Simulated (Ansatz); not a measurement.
PbS:
```
CELL_PARAMETERS angstrom
      4.21102     0.00000     0.00000
      0.00000     4.27179     0.00000
      0.00000     0.00000    32.00000
ATOMIC_POSITIONS crystal
  Pb 0.00000 0.99397 0.45490
  Pb 0.50000 0.49397 0.54510
  S  0.00000 0.94904 0.53785
  S  0.50000 0.44904 0.46215
```
Free-standing layer in the xy plane with vacuum along z and no interaction between images.

Relaxed with r²SCAN+D4.

Q: All from the program Ansatz at the r²SCAN+D4 level (PAW), unless another level is named. Give the hole effective mass with spin–orbit coupling, in the valley on the Y–Γ line, 20 % of the way from Y.

A: band 1: 0.20 along x, 0.26 along y (mₑ); band 2: 0.19 along x, 0.26 along y (mₑ).

Q: Give the HSE06 gap on the r²SCAN+D4 cell.

A: 2.46 eV.

Q: What about the band gap?

A: 2.19 eV (nearly direct: the direct gap is 2.20 eV).

Space group Pmn2_1 (puckered). The layer was cut from a bulk entry of the Materials Project (measured or hypothetical); whether that bulk phase is the ambient one, and whether the layer has been isolated, was not checked. The cell was relaxed with r²SCAN+D4 under the symmetry of its start; whether a distortion lowers the energy is not shown. Scalar-relativistic: spin–orbit coupling is off unless named, which matters more the heavier the elements.

Potentials: the later of the program's two PAW sets.
